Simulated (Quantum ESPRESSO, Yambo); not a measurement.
# G0W0 results for LuAgO₂ at +1 % isotropic strain

LuAgO$_{2}$ is modelled in the trigonal space group R-3m, hexagonal axes (No. 166), Pearson symbol hR4. Lattice parameters: a = b = 3.4212 Å, c = 18.6751 Å, α = β = 90.00°, γ = 120.00°. O on 6c has 1 Ag at 2.068 Å and 3 Lu at 2.235 Å (tetrahedral). Ag on 3a is surrounded by 2 O at 2.068 Å (linear). Lu on 3b is surrounded by 6 O at 2.235 Å (octahedral). (Neighbours: up to the widest gap in distance over summed covalent radii, below 1.35, at either atom; cation-cation contacts left out.)
(The calculation used a cell of 4 atoms; values per cell refer to that cell.)

The PBEsol cell relaxed from Materials Project entry mp-1018025 was given an isotropic strain of +1 % on all lattice vectors, and the atoms were relaxed again.

Starting point: PBEsol (pw.x of Quantum ESPRESSO, ONCV potentials, scalar-relativistic). G0W0 in Yambo: 4×4×4 Γ-centred k mesh, bands 6 to 128 and a 8 Ry block in the screening, 128 bands in G with the Bruneval-Gonze terminator, plasmon pole fitted at 27.2 eV.

```json
{
 "PBEsol gap along the band path": "2.06 eV",
 "PBEsol gap between the mesh's edge points (L → Γ)": "2.06 eV",
 "G0W0 gap between the same points": "3.24 eV",
 "PBEsol smallest direct gap on the mesh (at Γ)": "2.83 eV",
 "G0W0 direct gap at that point": "3.10 eV",
 "smallest G0W0 gap among all computed states (the edges move to other k points)": "3.10 eV"
}
```

```
k point  band  E PBEsol (eV)  E QP (eV)  shift (eV)     Z
-------  ----  -------------  ---------  ----------  ----
Γ          VB          -0.77      -0.35        0.43  0.78
Γ          CB           2.06       2.75        0.69  0.82
L          VB           0.00      -0.49       -0.49  0.80
L          CB           3.03       3.43        0.40  0.84
F          VB          -0.30      -1.01       -0.71  0.80
F          CB           3.55       4.00        0.45  0.83
```

Energies count from the PBEsol valence-band maximum.

Convergence of the G0W0 settings was not tested.

Spin-orbit splittings are left out. The 4f states are in the valence at their DFT position.

The structure is a Materials Project entry; no match was found in the copy of COD used, and its stability was not checked.
